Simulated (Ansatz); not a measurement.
Ca:
```
Ca
1.0
    3.44849     0.00000     0.00000
    0.00000     3.44849     0.00000
    0.00000     0.00000     3.44849
Ca
1
Direct
  0.00000   0.00000   0.00000
```

Relaxed with PBEsol. Special points in fractions of this cell's reciprocal vectors: Γ (0.000, 0.000, 0.000); X (0.000, 0.500, 0.000); M (0.500, 0.500, 0.000); R (0.500, 0.500, 0.500).

Q: List the band energies nearest the Fermi level at these points for PBEsol in the plane-wave PAW code Ansatz.

A: In eV from the Fermi level; about four levels below and three above (degenerate sets whole), none deeper than 8.9 eV; points with the same levels are listed once.

| k | below | above |
|---|---|---|
| Γ | -3.94 | 0.79 0.79 4.26 4.26 4.26 |
| X | -1.20 -0.49 | 1.32 2.95 2.95 |
| M | -0.46 | 0.93 2.49 2.49 |
| R | – | 0.65 0.65 0.65 |

Space group Pm-3m (simple cubic). This is a known high-pressure phase of the composition, computed here at zero pressure and temperature. The cell was relaxed with PBEsol under the symmetry of its start. At this level the phase is mechanically unstable.

Potentials: the earlier of the program's two PAW sets. The files were generated under PBE; for other functionals the program regenerates the frozen cores, and for LDA and PBEsol the local potential too.
